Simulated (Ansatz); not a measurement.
Relaxed-ion elastic tensor of Sn (simple hexagonal, P6/mmm) in GPa (Voigt order), the program Ansatz at the PBEsol level (PAW); density 7.33 g/cm³, 26.88 Å³ per atom.

```csv
,1,2,3,4,5,6
1,95.3,65.1,7.7,0.0,0.0,0.0
2,65.1,95.3,7.7,0.0,0.0,0.0
3,7.7,7.7,145,0.0,0.0,0.0
4,0.0,0.0,0.0,20.9,0.0,0.0
5,0.0,0.0,0.0,0.0,20.9,0.0
6,0.0,0.0,0.0,0.0,0.0,15.1
```

**Question.** Is the crystal mechanically stable?

**Answer.** Yes: the smallest eigenvalue of C is 15.1 GPa.

**Question.** Work out the Voigt, Reuss and Hill averages.

**Answer.** K_V = 55.2, K_R = 55.2, K_H = 55.2; G_V = 28.4, G_R = 20.6, G_H = 24.5 GPa.

**Question.** Give Young's modulus, Poisson's ratio, Pugh's ratio and the universal anisotropy index.

**Answer.** E = 9KG/(3K + G) = 64.1 GPa; ν = 0.31; K/G = 2.25 (ductile by the Pugh limit of 1.75); A_U = 5G_V/G_R + K_V/K_R − 6 = 1.88.

**Question.** Estimate the sound speeds and the Debye temperature.

**Answer.** v_l = √((K + 4G/3)/ρ) = 3460 m/s, v_t = √(G/ρ) = 1830 m/s, mean 2040 m/s; Θ = (h/k)(3n/4πV)^(1/3) v_m = 203 K.

**Question.** Solve the Christoffel equation for the three sound speeds along x, y, z.

**Answer.** Eigenvalues of C_ijkl n_j n_l equal ρv². In km/s, slowest first: x 1.44, 1.69, 3.61; y 1.44, 1.69, 3.61; z 1.69, 1.69, 4.45.

**Question.** How much does each axis shrink under pressure?

**Answer.** Linear compressibilities β_i = Σ_j S_ij (j = 1 to 3): x 5.9, y 5.9, z 6.3 per TPa.

The start of the workflow was typed in or built on a structure type; neither database checked (COD, Materials Project) lists it. It is not the phase usual at ambient conditions (space group No. 141). Symmetry was held in the PBEsol relaxation; its stability against distortions is not shown here. As this level gives no gap, shear constants depend on the k-mesh and smearing (Fermi–Dirac, 0.1 eV here). Scalar-relativistic: spin–orbit coupling is off unless named, which matters more the heavier the elements.

Potentials: the earlier of the program's two PAW sets. The files were generated under PBE; for other functionals the program regenerates the frozen cores, and for LDA and PBEsol the local potential too.
